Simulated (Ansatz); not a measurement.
The relaxed structure here is a generated cell of SnTe: the first start was made by a random draw of sites in a space group, and the end was not matched to a known phase here, so it may be hypothetical. Known forms of SnTe include space group No. 225.

The end point of a relaxation of SnTe. Level of theory: PBE (plane waves to 420 eV, PAW, scalar-relativistic; Ansatz, a program for electronic structure).

```
CELL_PARAMETERS angstrom
      4.28345     0.00000     0.00000
     -2.14173     3.70958     0.00000
      0.00000     0.00000     4.69837
ATOMIC_POSITIONS crystal
  Sn 0.33333 0.66667 0.68346
  Te 0.00000 0.00000 0.04164
```

### Question
Determine the symmetry and give the standard cell with its independent sites.

### Answer
Space group P3m1 (No. 156); a = b = 4.283 Å, c = 4.698 Å, α = β = 90.00°, γ = 120.00°

```
atom  site  symmetry       x       y       z
----  ----  --------  ------  ------  ------
Sn      1b       3m.  0.3333  0.6667  0.6835
Te      1a       3m.  0.0000  0.0000  0.0416
```

### Question
Give the shortest distances between elements (the closest pairs, up to four, under 3.6 Å).

### Answer
Sn–Te 2.99 Å.

| Property | Value |
|---|---|
| Volume per atom | 37.33 Å³ |
| Band gap | no gap (metallic) |

No spin polarisation in the result.

The run could not lose the symmetry of its start, so the end can be a saddle point.
